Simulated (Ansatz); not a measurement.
Ansatz input file:

```yaml
crystal:
  lattice:
    - [4.3970540026, 0.0, 0.0]
    - [0.0, 6.2183734049, 0.0]
    - [2.1985270013, 3.1091867024, 2.1985270013]
  atoms:
    - { symbol: Li, position: [0.5, 0.25, 0.0] }
    - { symbol: Li, position: [0.5, 0.75, 0.0] }
    - { symbol: Li, position: [0.0, 0.5, 0.0] }
    - { symbol: Au, position: [0.0, 0.0, 0.0] }
basis:
  ecutwfc: 420
kpoints:
  mp_grid: { grid: [8, 6, 16] }
hamiltonian:
  xc: pbesol
scf:
  occupations: { method: gaussian, width: 0.1 }
output:
  forces: true
  stress: true
  eigenvalues: true
```

Command:
```bash
ansatz run input.yaml --threads 4 --pin off --max-ram 10240MiB --backend cpu --events-out ev --progress --plain --runs-dir out
```

All numbers below come from Ansatz 0.2.0, DFT PBEsol, scalar-relativistic, plane waves, PAW.

Abridged output:

```
Warning: crystal.symmetry: narrowed to the stabiliser of the k-point mesh — unitary ops 48 → 4; excluded 44 operations that carry a point of the 8×6×16 mesh (shift [0, 0, 0]) off the mesh (the run samples exactly the mesh kpoints.mp_grid names, as under crystal.symmetry.detect: false, and its converged state has the mesh's symmetry, not the crystal's; ε∞, the Born charges and the force constants of a linear response (`dielectric:` by the response, `phonons.method: dfpt`) are averaged over those of the crystal's operations that the state keeps within a tolerance, where `mesh_tensors`, `unaveraged_element` or `gamma_mean_max_change_ev_ang2` stands beside them; a row that `dielectric.field_dire ...
Pseudopotentials: kind: paw
Pseudopotential: Li, paw, valence charge 3, recommended cutoff 420 eV (normal)
Pseudopotential: Au, paw, valence charge 19, recommended cutoff 420 eV (normal)
Functional definition: PBEsol
Crystal: 4 atoms, lattice volume = 60.113 Å³
Basis set: ecut = 420 eV, 1211 PW (Γ), exchange–correlation on 60×90×60 points (8 copies of the dense FFT grid, shifted against one another)
Bands: 18, of which v1, the nominal top of the filled ones, is band 14 counted from 1 (13 counted from 0)
Symmetry: 4 space group operations
k-points: 226 of 768
Initial density: superposition of atomic densities (neutral atoms: chi_scale 0, normalization atom), corrected by the library's trained network
Initial wavefunctions: pseudopotential atomic-orbital guess
Functional: x = pbesol(κ = 0.804, μ = 0.12345679), c = pbesol(β = 0.046)
SCF iter   1: F=—  HF=-13617.575457 eV  |F-HF|=—  |Δ(HF+E_count)|=         —  Δρ=3.47e-3  dr2=5.74e-3  ethr=1.77e-3  ⟨swp⟩=3.5  Hψ=16415  notcnv=0
SCF iter   2: F=—  HF=-13617.572818 eV  |F-HF|=—  |Δ(HF+E_count)|=   2.64e-3  Δρ=1.36e-3  dr2=5.71e-4  ethr=2.05e-5  ⟨swp⟩=2.9  Hψ=8179  notcnv=0
SCF iter   3: F=—  HF=-13617.572309 eV  |F-HF|=—  |Δ(HF+E_count)|=   5.10e-4  Δρ=4.05e-4  dr2=1.04e-4  ethr=2.04e-6  ⟨swp⟩=2.0  Hψ=5742  notcnv=0
SCF iter   4: F=—  HF=-13617.572279 eV  |F-HF|=—  |Δ(HF+E_count)|=   2.99e-5  Δρ=1.45e-4  dr2=2.71e-5  ethr=3.71e-7  ⟨swp⟩=2.0  Hψ=6217  notcnv=0
SCF iter   5: F=—  HF=-13617.572263 eV  |F-HF|=—  |Δ(HF+E_count)|=   1.54e-5  Δρ=3.81e-5  dr2=1.19e-6  ethr=9.67e-8  ⟨swp⟩=2.0  Hψ=4585  notcnv=0
SCF iter   6: F=-13617.572263 eV  HF=-13617.572263 eV  |F-HF|=1.69e-8  |Δ(HF+E_count)|=   3.21e-7  Δρ=7.60e-6  dr2=4.68e-8  ethr=3.57e-10  ⟨swp⟩=3.7  Hψ=16688  notcnv=0
the search or the solves at the SCF's close seem to have found levels that the self-consistency loop had missed (the run counts 2). By its estimate they hold under 1e-12 electrons; where the run keeps them, the occupations were computed again with them
SCF 1 converged in 6 iterations: F = -13617.572263 eV  dr2 = 4.68e-8
SCF converged after 6 iterations
Free energy (F): -13617.572263 eV
Harris-Foulkes:  -13617.572263 eV  (|F-HF|=1.69e-8)
Internal energy: -13617.566772 eV  (E = F + TS)
E sigma→0 (E₀):  -13617.569518 eV
Entropy (-TS):   -0.005491 eV (-1.373 meV/atom)
Fermi energy:    7.362563 eV
--- Per-component energies (eV) ---
  E_band       = -674.586961
  E_kinetic    = 671.888913
  E_local      = -3215.455364  (includes V_loc(G=0)·N_el)
  E_nonlocal   = -24.255145
  E_hartree    = 1303.921781
  E_xc         = -258.817015
  E_vxc        = -316.399788  (∫ρ·V_xc dr)
  E_paw        = -9623.791999  (= ΣΔE_a)
  E_vpaw       = -398.215750  (= ΣTr[D̂ρ^β])
  E_aug_tail   = 0.001432  (compensation charges beyond the density's cutoff)
  E_ewald      = -2471.368854
  E_core_change = 0.309479  (= ΣΔE_core)
  E_smearing   = -0.005491  (= −TS)
--- Forces (eV/Å), atoms counted from 1 ---
  atom   1  Li     0.00000000    -0.00405882     0.00209001
  atom   2  Li     0.00000000     0.00405882    -0.00209001
  atom   3  Li     0.00000000     0.00000000     0.00000000
  atom   4  Au     0.00000000     0.00000000     0.00000000
--- Stress (GPa, compression-positive) ---
        0.152804       0.000000       0.000000
        0.000000      -0.220517      -0.030484
        0.000000      -0.030484      -0.009839
  P = ⅓ Tr σ = -0.0259 GPa (-0.259 kbar)
--- Band table (eV; the first three rows of 226) ---
  k-point 0: bands = ["-98.4250", "-49.7924", "-49.7907", "-49.7880", "-38.3633", "-37.7819", "-37.7660", "1.2470", "2.7715", "2.7743", "2.7759", "3.1676", "3.1712", "11.4062", "11.4096", "11.4102", "13.3360", "13.3362"]
  k-point 1: bands = ["-98.4250", "-49.7924", "-49.7907", "-49.7880", "-38.3631", "-37.7816", "-37.7665", "1.3417", "2.7782", "2.7962", "2.8012", "3.1470", "3.1687", "10.5115", "10.7230", "11.5998", "13.3985", "13.6334"]
  k-point 2: bands = ["-98.4250", "-49.7924", "-49.7909", "-49.7880", "-38.3626", "-37.7806", "-37.7678", "1.6134", "2.8014", "2.8516", "2.8577", "3.0911", "3.1950", "9.0773", "9.6242", "12.0955", "12.4959", "13.4152"]
```

The calculation finished and met its thresholds.

Time: 4.8 s on 4 threads of Arm Neoverse V1, with other jobs on the host, peak memory 0.5 GiB.

Spin-orbit coupling is left out, which matters for the bands of heavy elements.
